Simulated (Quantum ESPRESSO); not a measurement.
Ru4In2ZrTa, a curve over strain

Simulated, not a measurement. The program is pw.x of Quantum ESPRESSO 7.5 (plane-wave density functional theory). The cell is made up: eight metal atoms on a hexagonal close-packed lattice, with elements, volume, strain and displacements drawn at random and not relaxed, so it may be unstable or far from any real phase. PseudoDojo standard norm-conserving files set the functional (PBE unless stated); there is no spin polarisation or spin-orbit coupling, the Fermi-Dirac width of 0.25 eV means electrons at about 2900 K, and the masses in the input are unused placeholders. Heavy elements are run without spin-orbit coupling, which real alloys of them have. A spin test at this wide smearing found no moment, but such smearing suppresses magnetism that the real alloy may have.

Seven runs add a strain to one cell (shear xy, as the tensor component); the atoms follow the cell and are not relaxed. Stress in the table is positive in tension.

Input of the run at +0.0023:

```
&control calculation='scf', pseudo_dir='./dojo.nc.sr.pbe.v0_5.standard.upf', outdir='./o', disk_io='minimal', tprnfor=.true., tstress=.true. /
&system ibrav=0, nat=8, ntyp=4, nbnd=74, ecutwfc=84.00895049, nosym=.true., tot_charge=0,
 occupations='smearing', smearing='fd', degauss=0.0183746611
/
&electrons conv_thr=1.470e-08, electron_maxstep=70, mixing_beta=0.5 /
ATOMIC_SPECIES
In 1.0 In.upf
Ru 1.0 Ru.upf
Ta 1.0 Ta.upf
Zr 1.0 Zr.upf
CELL_PARAMETERS angstrom
0.0 0.0 4.8022
5.8889 0.0135 0.0
-2.9327 5.0931 0.0
ATOMIC_POSITIONS angstrom
Ru 0.0684 -0.059 -0.032
Ru -1.5428 2.577 0.0457
In 2.9935 -0.0195 -0.0302
Zr 1.4238 2.5854 -0.0536
Ta -0.0125 1.6559 2.3722
Ru -1.5094 4.2378 2.4157
Ru 2.8981 1.7255 2.4266
In 1.4865 4.347 2.4179
K_POINTS automatic
5 5 5 1 1 1
```

| added strain | free energy less that of the input shown (eV) | stress xx (GPa) | stress yy (GPa) | stress zz (GPa) | stress xy (GPa) | pressure (GPa) | iterations |
| --- | --- | --- | --- | --- | --- | --- | --- |
| -0.0248 | 0.0619 | 13.11 | 5.71 | 6.09 | -2.74 | -8.30 | 16 |
| -0.0154 | 0.0269 | 13.30 | 5.76 | 6.31 | -1.79 | -8.46 | 18 |
| -0.0133 | 0.0209 | 13.34 | 5.76 | 6.35 | -1.58 | -8.48 | 18 |
| +0.0023 | 0.0000 | 13.44 | 5.46 | 6.66 | -0.01 | -8.52 | 17 |
| +0.0046 | 0.0002 | 13.44 | 5.38 | 6.69 | 0.22 | -8.50 | 17 |
| +0.0070 | 0.0013 | 13.43 | 5.29 | 6.73 | 0.46 | -8.48 | 17 |
| +0.0224 | 0.0324 | 13.23 | 4.45 | 6.92 | 2.03 | -8.20 | 17 |

A cubic fit gives a slope of stress xy against the added strain of 101 GPa at zero added strain, with the atoms clamped. Across the table the energy follows the integral of volume times stress to 0.2 meV. A rerun of one of the cells at a higher cutoff and on a denser mesh moved values by no more than 0.003 eV in energy, 0.03 GPa in stress and 0.008 eV/Å in force, and a second program with other atomic files agreed on that cell to 2 % rms in force and 0.5 GPa in pressure.